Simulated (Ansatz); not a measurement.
With PBE (plane waves, PAW; program Ansatz), GaN in the orthorhombic phase (Pnma; Ga on 4c, N on 4c) relaxes to a = 6.064 Å, b = 3.295 Å, c = 5.409 Å. Against the elements it lies at -0.30 eV/atom, with no fitted shifts.

The Kohn–Sham gap is 1.61 eV (direct). The valence maximum lies at Γ and the conduction minimum at Γ. Gap from PBE with spin–orbit coupling: 1.61 eV. Electrons at the band edge weigh 0.16, 0.20, 0.20 mₑ (principal values). The hole mass is 0.15, 1.6, 3.4 mₑ (principal values).

The start of the workflow was typed in or built on a structure type; neither database checked (COD, Materials Project) lists it. It is not the phase usual at ambient conditions (space group No. 186, 216). Symmetry was held in the PBE relaxation; whether a distortion lowers the energy is not shown. The volume moved by 31 % from the start of the relaxation. The references are the lowest solids computed at this level, not always the standard phases (solids in place of the gases). Scalar-relativistic: spin–orbit coupling is off unless named, which matters more the heavier the elements.

Potentials: the later of the program's two PAW sets.
